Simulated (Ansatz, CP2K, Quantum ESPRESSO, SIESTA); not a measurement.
# V: programs and potentials compared

```
V
1.0
     2.29552    0.00000    0.00000
     0.00000    2.29552    0.00000
     0.00000    0.00000   23.80000
V
1
Direct
  0.50000 0.50000 0.29412
```

Alike in all runs: functional PBE; k mesh 11 × 11 × 1; occupations fermi-dirac, width 0.05 eV; collinear spin, ferromagnetic start; no spin-orbit coupling.

| program and potentials | plane-wave cutoff (eV) | notes | net moment per atom (μB) |
| --- | --- | --- | --- |
| Ansatz, all-electron LAPW, scalar-relativistic | - | - | 0.00 |
| SIESTA, files PseudoDojo sr-pbe-0.4.1-standard, DZP (energy shift 0.003 Ry; two zetas on semicore shells) | - | atomic basis | 0.00 |
| Quantum ESPRESSO, PseudoDojo 0.4.1 SR PBE standard | 1143 | - | 0.00 |
| CP2K, POTENTIAL_UZH V GTH-PBE-q13; TZVP-MOLOPT-PBE-GTH basis | - | atomic basis | 0.00 |

All agree on the net moment per atom. The state is the one that the start led to, which needn't be the lowest. Rows in atomic bases carry the error of their basis and grid, which can be large.

The functional is the same throughout but for its coding, so the spread measures potentials, basis and numerics; runs on potential files found faulty are left out.
